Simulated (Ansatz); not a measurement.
Phonon dispersion of Ti₃SnO₈

Theory: Ansatz, DFT PBE, scalar-relativistic, plane waves, PAW. Settings: 420 eV plane-wave cutoff, Γ-centred 8×8×4 mesh, fixed occupations. No spin polarisation. Phonons by linear response, acoustic sum rule imposed.

The cell, relaxed at this level:
```xyz
12
Lattice="3.8393 0.0000 0.0000 0.0000 3.8393 0.0000 0.0000 0.0000 10.0419" Properties=species:S:1:pos:R:3 pbc="T T T"
Ti    1.9196    1.9196    5.0209
Ti    0.0000    1.9196    2.6387
Ti    1.9196    0.0000    7.4032
Sn    0.0000    0.0000    0.0000
O     0.0000    1.9196    4.6178
O     1.9196    0.0000    9.4299
O     0.0000    0.0000    2.1768
O     1.9196    1.9196    7.0031
O     0.0000    1.9196    0.6120
O     1.9196    0.0000    5.4241
O     0.0000    0.0000    7.8651
O     1.9196    1.9196    3.0388
```

It was reached by relaxing an invented guess, and it needn't be the stable form of this composition. Spin–orbit coupling is left out, which matters for heavy elements. The q mesh is coarse, so values between its points are rough.

Force constants from linear response on a 2×2×1 q mesh.

Question: Is the structure dynamically stable on this mesh?

Answer: Yes, on this mesh: no mode is imaginary. Between the mesh points the interpolation dips to 29i cm⁻¹.

Question: Give the frequencies (cm⁻¹; i marks imaginary ones) at the irreducible q points, in fractions of the reciprocal vectors, the Γ row without the LO field.

Answer:
```
                  q  star                                                                                                                                     frequencies
  0.000 0.000 0.000     1           0 0 0 54 54 68 68 111 111 162 162 181 181 200 214 214 232 263 263 324 362 362 381 420 420 448 470 489 496 532 587 587 619 629 753 753
 0.000 -0.500 0.000     2   65 94 102 111 118 151 182 196 211 215 217 260 267 271 275 279 299 316 319 331 371 392 394 399 432 453 482 485 503 505 579 687 723 742 751 769
-0.500 -0.500 0.000     1  72 115 137 137 145 150 200 200 291 291 298 307 312 313 327 327 334 350 359 359 404 406 430 430 449 469 469 490 527 527 556 695 751 751 768 777
```
